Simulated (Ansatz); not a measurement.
Here is the system:

MoIr:
```cif
data_Ir2Mo2
_chemical_formula_sum 'Mo2 Ir2'
_space_group_name_H-M_alt 'P 1'
_space_group_IT_number 1
_cell_length_a 4.38855
_cell_length_b 2.73080
_cell_length_c 4.76983
_cell_angle_alpha 90.000
_cell_angle_beta 90.000
_cell_angle_gamma 90.000
loop_
_space_group_symop_operation_xyz
  'x, y, z'
loop_
_atom_site_label
_atom_site_type_symbol
_atom_site_fract_x
_atom_site_fract_y
_atom_site_fract_z
_atom_site_occupancy
Mo1 Mo 0.25000 0.00000 0.82959 1
Mo2 Mo 0.75000 0.00000 0.17041 1
Ir1 Ir 0.25000 0.50000 0.32551 1
Ir2 Ir 0.75000 0.50000 0.67449 1
```

This is the LDA-relaxed structure.

All from LDA (plane waves, PAW; program Ansatz), unless another level is named. Estimate the formation energy from the elements (no fitted shifts).

-0.35 eV/atom.

Next, the density of states at the Fermi level?

0.67 states/eV per atom (mean over ±0.08 eV).

Space group Pmma. The workflow started from a Materials Project entry (that database holds measured and hypothetical structures alike); the Crystallography Open Database files this formula in space group No. 51, but the cells were not matched. Whether it is the stable phase at ambient conditions was not checked. The LDA relaxation kept the symmetry of its start; of distortions, only those at the zone centre were tested. No spin polarisation was allowed. The references are the lowest solids computed at this level, not always the standard phases. Scalar-relativistic: spin–orbit coupling is off unless named, which matters more the heavier the elements.

Potentials: the later of the program's two PAW sets.
